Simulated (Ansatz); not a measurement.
Ga$_{2}$O$_{3}$ (beta-Ga2O3 type, space group C2/m)

```
Ga2O3
1.0
    6.22762    -1.54173     0.00000
    6.22762     1.54173     0.00000
   -1.39233     0.00000     5.71032
Ga O
4 6
Direct
  0.08991   0.08991   0.79470
  0.91009   0.91009   0.20530
  0.65850   0.65850   0.31416
  0.34150   0.34150   0.68584
  0.16349   0.16349   0.10919
  0.83651   0.83651   0.89081
  0.17371   0.17371   0.56436
  0.82629   0.82629   0.43564
  0.49603   0.49603   0.25671
  0.50397   0.50397   0.74329
```

The slice is a (100) plane (indices of the conventional cell) through the point (0.910, 0.910, 0.205) (fractional), spanned by u = [1 -1 0] and v = [001] in vectors of this cell: u (3.08 Å) and v (5.88 Å, at 90° to u). It covers one period; positions are fractions (u, v).

Method: PBE (plane waves to 420 eV, PAW, scalar-relativistic; Ansatz, an electronic-structure program). k mesh 11×11×6. Inside the PAW spheres the values are not all-electron values, and peaks at nuclei hang on which shells count as valence. Ga2O3 was relaxed with its symmetry unable to fall.

Q: Predict the map of the electron localisation function (ELF) on the slice.

A: 
```
|xxxx001122224455554422221100xx|
|000011222222334444332222221100|
|111122221111222222221111222211|
|222222111111000000001111112222|
|444433221100000000000011223344|
|777766441100000000000011446677|
|999977552200000000000022557799|
|999988552211000000001122558899|
|999977442211000000001122447799|
|887755331111111111111111335577|
|554433111111111111111111113344|
|221111111111112222111111111111|
|000000001111222222221111000000|
|000000001111222222221111000000|
|000000001111222222221111000000|
|000000001111112222111111000000|
|221111000011111111111100001111|
|443322110000111111110000112233|
|665544220000000000000000224455|
|776655221100000000000011225566|
|666655331100000000000011335566|
|554433221100000000000011223344|
|222222111100000000000011112222|
|222222111111111111111111112222|
|111122221111223333221111222211|
|000011222222334444332222221100|
|xxxx001122224455554422221100xx|
|xxxx001122224455554422221100xx|
```
Scale: ten equal steps from 0.02 (start of '0') to 0.71 (end of '9'), in the order '0123456789'. Values: electron localisation function (ELF). The map has 15 points along u (two characters each, u = 0 at the left) and 28 along v (v = 0 in the bottom row). Points within 0.4 Å of a nucleus are blanked (x), as the pseudised field means little there.
